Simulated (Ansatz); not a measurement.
TiGa3 in space group I4/mmm (No. 139; Ga on 2b, Ga on 4d, Ti on 2a) at seven volumes, r²SCAN in the plane-wave PAW code Ansatz, shape and atoms relaxed at each. One row is withheld.

```csv
V (Å³/atom),P (GPa)
14.051,?
14.515,8.01
14.978,3.67
15.441,0.00
15.904,-3.10
16.368,-5.73
16.831,-7.95
```

Task: Fit the shown pressures and predict the withheld one.

Result: Third-order Birch–Murnaghan: P = (3/2)B₀(x^(7/2) − x^(5/2))[1 + (3/4)(B′ − 4)(x − 1)] with x = (V₀/V)^(2/3). Least squares on the six rows gives V₀ = 15.441 Å³/atom, B₀ = 112.3 GPa, B′ = 4.59. At V = 14.051, x = 1.0649 and P = 13.16 GPa. The run itself gave 13.12 GPa.

The workflow started from an entry of the Crystallography Open Database (COD). Whether it is the stable phase at ambient conditions was not checked. Symmetry was held in the r²SCAN relaxation; its stability against distortions is not shown here. The run is not spin-polarised.

Potentials: the later of the program's two PAW sets.
